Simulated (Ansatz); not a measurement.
The start is a relaxed TiSi2 cell shaken by Gaussian noise of σ = 0.08 Å a coordinate. A full variable-cell relaxation at zero pressure is run with PBE (plane waves to 420 eV, PAW, scalar-relativistic; Ansatz, a first-principles code). The first steps use a coarse 5×5×4 k-mesh.

Initial structure:
```yaml
crystal:
  lattice:
    - [6.18532, 0.00000, 0.00000]
    - [-3.09266, 5.35665, 0.00000]
    - [0.00000, 0.00000, 6.13553]
  atoms:
    - { symbol: Si, position: [0.98558, 0.24490, 0.31704] }
    - { symbol: Si, position: [0.73100, 0.72571, 0.35270] }
    - { symbol: Si, position: [0.25381, 0.99360, 0.32735] }
    - { symbol: Si, position: [0.75621, 0.99804, 0.67097] }
    - { symbol: Si, position: [0.98648, 0.73867, 0.66044] }
    - { symbol: Si, position: [0.24822, 0.25549, 0.69132] }
    - { symbol: Ti, position: [0.97404, 0.99257, 0.98055] }
    - { symbol: Ti, position: [0.35948, 0.68623, 0.47511] }
    - { symbol: Ti, position: [0.66624, 0.33250, 0.50250] }
```

Which atoms feel the largest initial force, and how large is it?

About 2.8 eV/Å, on Ti7 (atoms numbered as listed).

How much energy is released per atom?

0.63 eV/atom.

How does the volume per atom move from start to end?

-28.2 %, from 22.59 to 16.23 Å³/atom.

How do the shortest distances between atoms change?

The closest pairs of elements (up to four, under 3.6 Å), start → end: Si–Ti 2.31 → 2.46 Å; Si–Si 2.44 → 2.38 Å; Ti–Ti 3.47 → 2.93 Å.

Final values are on a 10×9×9 k-mesh of the relaxed cell. No spin polarisation in the result.

The relaxed structure here is a generated cell of TiSi2: the first start was made by placing the elements on the sites of a structure type, and the end was not matched to a known phase here, so it may be hypothetical. Known forms of TiSi2 include space group No. 63, 70.
